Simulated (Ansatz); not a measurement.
## HfSiO4: Hf on a Si site

Level of theory: DFT PBE, scalar-relativistic, plane waves, PAW in Ansatz. Run with 420 eV cutoff, 2×2×2 k-mesh, shifted by half a step, Gaussian smearing of 0.01 eV, collinear spin in charge +1, -1 alone.

Host crystal, relaxed:

```cif
data_structure
_symmetry_space_group_name_H-M 'P 1'
_symmetry_Int_Tables_number 1
_cell_length_a 5.5789
_cell_length_b 5.5789
_cell_length_c 5.5789
_cell_angle_alpha 106.891
_cell_angle_beta 106.891
_cell_angle_gamma 114.765
_cell_volume 132.81
loop_
_atom_site_label
_atom_site_type_symbol
_atom_site_fract_x
_atom_site_fract_y
_atom_site_fract_z
_atom_site_occupancy
Hf1 Hf 0.75000 0.25000 0.50000 1
Hf2 Hf 0.00000 0.00000 0.00000 1
Si1 Si 0.25000 0.75000 0.50000 1
Si2 Si 0.50000 0.50000 0.00000 1
O1 O 0.13474 0.31893 0.81581 1
O2 O 0.06893 0.75313 0.68419 1
O3 O 0.50313 0.31893 0.18419 1
O4 O 0.06893 0.38474 0.31581 1
O5 O 0.61526 0.93107 0.68419 1
O6 O 0.68107 0.86526 0.18419 1
O7 O 0.24687 0.93107 0.31581 1
O8 O 0.68107 0.49687 0.81581 1
```

Supercell of 48 atoms, rows in host cell vectors: -2 -1 -1; 1 2 1; 1 0 -1. Atoms relax at the host's cell, keeping the symmetry that the supercell leaves at the site. The cell is small, so energies carry finite-size errors of tenths of an eV. The host's Kohn–Sham gap is 5.31 eV.

Spin-orbit coupling is left out, which matters for the bands and energies of heavy elements.

Defect: Hf on a Si site, charge 0.

Command:

```bash
ansatz run input.yaml --threads 4 --pin off --max-ram 10240MiB --backend cpu --events-out ev --progress --plain --runs-dir out
```

The input:

```yaml
crystal:
  lattice:
    - [0.0, -6.6454903868, -6.014447509]
    - [6.6454903868, 0.0, 6.014447509]
    - [-6.6454903868, 0.0, 6.014447509]
  atoms:
    - { symbol: Hf, position: [0.0, 0.125, 0.625] }
    - { symbol: Hf, position: [0.5, 0.875, 0.875] }
    - { symbol: Hf, position: [0.0, 0.625, 0.125] }
    - { symbol: Hf, position: [0.5, 0.375, 0.375] }
    - { symbol: Hf, position: [0.0, 0.5, 0.5] }
    - { symbol: Hf, position: [0.5, 0.25, 0.75] }
    - { symbol: Hf, position: [0.0, 0.0, 0.0] }
    - { symbol: Hf, position: [0.5, 0.75, 0.25] }
    - { symbol: Hf, position: [0.5, 0.625, 0.625] }
    - { symbol: Si, position: [0.0, 0.375, 0.875] }
    - { symbol: Si, position: [0.5, 0.125, 0.125] }
    - { symbol: Si, position: [0.0, 0.875, 0.375] }
    - { symbol: Si, position: [0.0, 0.25, 0.25] }
    - { symbol: Si, position: [0.5, 0.0, 0.5] }
    - { symbol: Si, position: [0.0, 0.75, 0.75] }
    - { symbol: Si, position: [0.5, 0.5, 0.0] }
    - { symbol: O, position: [0.1841948239, 0.2515632976, 0.2515632976] }
    - { symbol: O, position: [0.6841948239, 0.0015632976, 0.5015632976] }
    - { symbol: O, position: [0.1841948239, 0.7515632976, 0.7515632976] }
    - { symbol: O, position: [0.6841948239, 0.5015632976, 0.0015632976] }
    - { symbol: O, position: [0.5, 0.6265632976, 0.4423684737] }
    - { symbol: O, position: [0.0, 0.3765632976, 0.6923684737] }
    - { symbol: O, position: [0.5, 0.1265632976, 0.9423684737] }
    - { symbol: O, position: [1.0, 0.8765632976, 0.1923684737] }
    - { symbol: O, position: [0.3158051761, 0.3173684737, 0.8173684737] }
    - { symbol: O, position: [0.8158051761, 0.0673684737, 0.0673684737] }
    - { symbol: O, position: [0.3158051761, 0.8173684737, 0.3173684737] }
    - { symbol: O, position: [0.8158051761, 0.5673684737, 0.5673684737] }
    - { symbol: O, position: [0.5, 0.4423684737, 0.6265632976] }
    - { symbol: O, position: [0.0, 0.1923684737, 0.8765632976] }
    - { symbol: O, position: [0.5, 0.9423684737, 0.1265632976] }
    - { symbol: O, position: [0.0, 0.6923684737, 0.3765632976] }
    - { symbol: O, position: [0.3158051761, 0.6234367024, 0.6234367024] }
    - { symbol: O, position: [0.8158051761, 0.3734367024, 0.8734367024] }
    - { symbol: O, position: [0.3158051761, 0.1234367024, 0.1234367024] }
    - { symbol: O, position: [0.8158051761, 0.8734367024, 0.3734367024] }
    - { symbol: O, position: [0.5, 0.6826315263, 0.9984367024] }
    - { symbol: O, position: [0.0, 0.4326315263, 0.2484367024] }
    - { symbol: O, position: [0.5, 0.1826315263, 0.4984367024] }
    - { symbol: O, position: [0.0, 0.9326315263, 0.7484367024] }
    - { symbol: O, position: [0.6841948239, 0.8076315263, 0.8076315263] }
    - { symbol: O, position: [0.1841948239, 0.5576315263, 0.0576315263] }
    - { symbol: O, position: [0.6841948239, 0.3076315263, 0.3076315263] }
    - { symbol: O, position: [0.1841948239, 0.0576315263, 0.5576315263] }
    - { symbol: O, position: [0.0, 0.2484367024, 0.4326315263] }
    - { symbol: O, position: [0.5, 0.9984367024, 0.6826315263] }
    - { symbol: O, position: [0.0, 0.7484367024, 0.9326315263] }
    - { symbol: O, position: [0.5, 0.4984367024, 0.1826315263] }
  host:
    lattice:
      - [-3.3227451934, 3.3227451934, 3.0072237545]
      - [3.3227451934, -3.3227451934, 3.0072237545]
      - [3.3227451934, 3.3227451934, -3.0072237545]
    atoms:
      - { symbol: Hf, position: [0.75, 0.25, 0.5] }
      - { symbol: Hf, position: [0.0, 0.0, 0.0] }
      - { symbol: Si, position: [0.25, 0.75, 0.5] }
      - { symbol: Si, position: [0.5, 0.5, 0.0] }
      - { symbol: O, position: [0.1347369474, 0.3189317713, 0.8158051761] }
      - { symbol: O, position: [0.0689317713, 0.7531265952, 0.6841948239] }
      - { symbol: O, position: [0.5031265952, 0.3189317713, 0.1841948239] }
      - { symbol: O, position: [0.0689317713, 0.3847369474, 0.3158051761] }
      - { symbol: O, position: [0.6152630526, 0.9310682287, 0.6841948239] }
      - { symbol: O, position: [0.6810682287, 0.8652630526, 0.1841948239] }
      - { symbol: O, position: [0.2468734048, 0.9310682287, 0.3158051761] }
      - { symbol: O, position: [0.6810682287, 0.4968734048, 0.8158051761] }
basis:
  ecutwfc: 420
  xc_grid: 2
kpoints:
  mp_grid: { grid: [2, 2, 2], shift: [0.5, 0.5, 0.5] }
hamiltonian:
  xc: pbe
scf:
  occupations: { method: gaussian, width: 0.01 }
output:
  forces: true
  stress: false
  eigenvalues: true
  charged_corrections:
    defect_position: [0.5, 0.625, 0.625]
    epsilon: [[12.6905, 0.0, 0.0], [0.0, 12.6905, 0.0], [0.0, 0.0, 12.4803]]
  write_density: true
  write_potential: true
  elf: true
  volumetric_format: npy
relax:
  adjacent_minimum: "off"
  f_tol: 0.025
  max_steps: 45
```

From the output:

```
Warning: RAYON_NUM_THREADS=4 ignored (pool sized by the plan → 4); use --threads N
Crystal: 48 atoms, lattice volume = 531.227 Å³
Basis set: ecut = 420 eV, 10349 PW (Γ), exchange–correlation on 120×120×120 points (8 copies of the dense FFT grid, shifted against one another)
Bands: 275, of which v1, the nominal top of the filled ones, is band 227 counted from 1 (226 counted from 0)
Symmetry: 8 space group operations
Space group: I-42m (ITA 121), of the structure as read, at distance tolerance 8.1e-5 Å
k-points: 3 of 8 (time reversal used)
relax step   1: F+E_penalty+E_count = -164163.91685606 eV  Δ(F+E_penalty+E_count) = +0.000e0 eV  max|allowed force component| = 1.349e1 eV/Å  Δτ_max = 0.0000 Å
relax step   2: F+E_penalty+E_count = -164171.18419020 eV  Δ(F+E_penalty+E_count) = -7.267e0 eV  max|allowed force component| = 1.781e0 eV/Å  Δτ_max = 0.1951 Å
relax step   3: F+E_penalty+E_count = -164171.69577170 eV  Δ(F+E_penalty+E_count) = -5.116e-1 eV  max|allowed force component| = 4.131e-1 eV/Å  Δτ_max = 0.0959 Å
relax step   4: F+E_penalty+E_count = -164171.76430711 eV  Δ(F+E_penalty+E_count) = -6.854e-2 eV  max|allowed force component| = 2.264e-1 eV/Å  Δτ_max = 0.0245 Å
relax step   5: F+E_penalty+E_count = -164171.78127003 eV  Δ(F+E_penalty+E_count) = -1.696e-2 eV  max|allowed force component| = 1.157e-1 eV/Å  Δτ_max = 0.0280 Å
relax step   6: F+E_penalty+E_count = -164171.78415600 eV  Δ(F+E_penalty+E_count) = -2.886e-3 eV  max|allowed force component| = 1.045e-2 eV/Å  Δτ_max = 0.0061 Å
relax step   7: F+E_penalty+E_count = -164171.78415648 eV  Δ(F+E_penalty+E_count) = -4.827e-7 eV  max|allowed force component| = 1.038e-2 eV/Å  Δτ_max = 0.0000 Å
SCF converged after 4 iterations
Free energy (F): -164171.784156 eV
E sigma→0 (E₀):  -164171.784156 eV
Fermi energy:    12.835494 eV
```

The relaxation gained 7.87 eV in 7 steps. It took 2.6 min on 4 threads of Intel(R) Xeon(R) Platinum 8488C (Sapphire Rapids), on a shared host, peak memory 2.4 GiB.